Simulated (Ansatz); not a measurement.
The relaxed structure here is a generated cell of CdS: the first start was made by placing the elements on the sites of a structure type, and the end was not matched to a known phase here, so it may be hypothetical. Known forms of CdS include space group No. 186, 216.

One stationary structure of CdS. Calculation: r2SCAN (plane waves to 500 eV, PAW, scalar-relativistic; Ansatz, an electronic-structure program).

```
CELL_PARAMETERS angstrom
      3.84359     0.00000     0.00000
      0.00000     3.84359     0.00000
      0.00000     0.00000     7.01997
ATOMIC_POSITIONS crystal
  Cd 0.00000 0.50000 0.00000
  Cd 0.50000 0.00000 0.50000
  S  0.00000 0.00000 0.25000
  S  0.00000 0.00000 0.75000
```

Task: Find the space group and the Wyckoff positions (tolerance 0.01 Å).

Result: Space group P4₂/mmc (No. 131); a = b = 3.8436 Å, c = 7.0200 Å, α = β = γ = 90.00°

| atom | site | symmetry | x | y | z |
|---|---|---|---|---|---|
| Cd | 2c | mmm. | 0.0000 | 0.5000 | 0.0000 |
| S | 2e | -4m2 | 0.0000 | 0.0000 | 0.2500 |

Task: Give the shortest distances between elements (the closest pairs, up to four, under 3.6 Å).

Result: Cd–S 2.60 Å; S–S 3.51 Å.

```json
{
  "volume_per_atom": "25.93 Å³",
  "band_gap": "zero (metallic)"
}
```

No spin polarisation in the result.

The run could not lower the symmetry of its start; a shaken copy of this end point relaxes with r2SCAN to Fm-3m (No. 225), 0.26 eV/atom lower.
